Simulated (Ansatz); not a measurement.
Here is the system:

RbBr (rock salt, Fm-3m), a = 7.0179 Å, b = 7.0179 Å, c = 7.0179 Å, α = 90.00°, β = 90.00°, γ = 90.00°; the cell used has 2 atoms.

This is the PBE-relaxed structure.

Question: All from the program Ansatz at the PBE level (PAW), unless another level is named. Predict the Debye temperature from the elastic constants.

Answer: 133 K.

Question: What about the elastic constants (relaxed ions, GPa)?

Answer: C11 = 27.0, C12 = 4.3, C44 = 4.2.

The cell was relaxed with PBE under the symmetry of its start; phonons on a q-mesh show no instability.

Potentials: the later of the program's two PAW sets.
